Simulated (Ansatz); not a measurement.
# TlPt (P6/mmm) under several functionals

**The experiment to reproduce.**

“Fantastic flat bands and where to find them: The CoSn-type compounds”, 2020, arxiv:2005.14119 reports, for a powder of TlPt at 15 K: lattice constant a 5.60172 ± 0.00005 Å; lattice constant c 4.62755 ± 0.00003 Å.

Plane-wave DFT in Ansatz with scalar-relativistic PAW potentials. The same structure was relaxed (cell and atoms, symmetry kept) in separate runs at each level. Whether it is the stable form of this composition wasn't checked. No spin polarisation.

Task: How do the levels LDA, PBE, PBE+D3(BJ) compare?

Result:
| level | cutoff (eV) | k mesh | V (Å³/atom) | a (Å) | c (Å) |
| --- | --- | --- | --- | --- | --- |
| LDA | 420 | 6×6×10 | 22.244 | 6.169 | 4.050 |
| PBE+D3(BJ) | 420 | 6×6×10 | 23.466 | 6.300 | 4.096 |
| PBE | 420 | 6×6×10 | 24.913 | 6.577 | 3.990 |

The usual order of volumes, LDA < PBE, holds here (22.244, 24.913 Å³/atom). As a rule LDA overbinds; PBE's gradient term for exchange weakens bonds. Adding D3 to PBE changes the volume by -5.8 %; the term is attractive, so it pulls cells in. In metals the pairwise form ignores screening by the conduction electrons and often pulls in too far.

For PBE: Against the measured lattice constant a of TlPt, 5.60172 Å (15 K; powder; “Fantastic flat bands and where to find them: The CoSn-type compounds”, 2020, arxiv:2005.14119), the calculated 6.577 Å is off by +17.4 %. So large a difference can come from the functional (as between layers that it hardly binds), but also from another choice of axes, another phase or a misread value. Against the measured lattice constant c of TlPt, 4.62755 Å (15 K; powder; “Fantastic flat bands and where to find them: The CoSn-type compounds”, 2020, arxiv:2005.14119), the calculated 3.990 Å is off by -13.8 %. A miss of over 4 % is beyond the usual error for strongly bound crystals; weak bonds between layers or molecules, another minimum of the same symmetry, another phase or composition in the sample, or a faulty compiled value are the usual causes, and none was traced here. The calculations are for 0 K without zero-point motion, and in metals axial ratios are sensitive to mesh and smearing.

Spin-orbit coupling is left out, which matters for the bands of heavy elements.

Cost: 3 runs of about 13 core-minutes in all, on Arm Neoverse N1 (shared hosts).